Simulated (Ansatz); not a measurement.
**Al₂InAs₃: computed properties**

Computed with DFT PBE, scalar-relativistic, plane waves, PAW in Ansatz 0.2.0.

Plane waves to 420 eV, a k mesh through Γ of 6×6×4 on the computed 6-atom cell and Gaussian smearing (0.02 eV); no spin polarisation.

The structure is relaxed at this level of theory with its symmetry kept, and needn't be the ground state of this composition.

Space group P3m1 (No. 156), trigonal, a = 4.155 Å, c = 10.190 Å. Al on its first site has 4 As at 2.47–2.52 Å; Al on its second site has 4 As at 2.49–2.52 Å; around In lie 4 As at 2.61–2.67 Å; As on its first site has 1 Al at 2.47 Å and 3 In at 2.61 Å; As on its second site is surrounded by 3 Al at 2.52 Å and 1 In at 2.67 Å; around As on its third site lie 4 Al at 2.49–2.52 Å.

- Volume per atom: 25.40 Å³
- Formation energy from the elements' standard states (uncorrected): -0.377 eV/atom
- Kohn–Sham band gap: 0.65 eV
- Orbital (Löwdin) character of the top 1 eV of the valence band: As 4p 80 %, In 5p 12 %
- Orbital (Löwdin) character of the lowest 1 eV of the conduction band: Al 3p 34 %, As 4s 18 %, Al 3s 14 %, As 4p 11 %, In 5p 8 %, In 5s 8 %, unprojected 8 %
- Bulk modulus: 60 GPa
- Its pressure derivative: 4.4
- Bader charge by site (e): Al (1 in the cell) 1.91, Al (1 in the cell) 1.91, In (1 in the cell) 0.75, As (1 in the cell) -1.06, As (1 in the cell) -1.61, As (1 in the cell) -1.90

The cell was found from a structure generator's guess, not taken from experiment. Kohn–Sham gaps at this level usually fall short of measured ones. Löwdin shares on free-atom orbitals overweight diffuse shells in the empty bands.
